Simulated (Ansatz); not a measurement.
KI:
```
CELL_PARAMETERS angstrom
      0.00000     3.54587     3.54587
      3.54587     0.00000     3.54587
      3.54587     3.54587     0.00000
ATOMIC_POSITIONS crystal
  K  0.00000 0.00000 0.00000
  I  0.50000 0.50000 0.50000
```

This is the r²SCAN-relaxed structure.

Question: All from r²SCAN (plane waves, PAW; program Ansatz), unless another level is named. Estimate the bulk modulus (Birch–Murnaghan fit).

Answer: 12.4 GPa.

Question: And the highest zone-centre frequency (without LO–TO term)?

Answer: 101 cm^-1.

Question: Give the elastic constants (relaxed ions, GPa).

Answer: C11 = 30.4, C12 = 3.4, C44 = 3.9.

Space group Fm-3m (rock salt). Symmetry was held in the r²SCAN relaxation; of distortions, only those at the zone centre were tested. Spin–orbit coupling is left out wherever it is not named.

Potentials: the later of the program's two PAW sets.
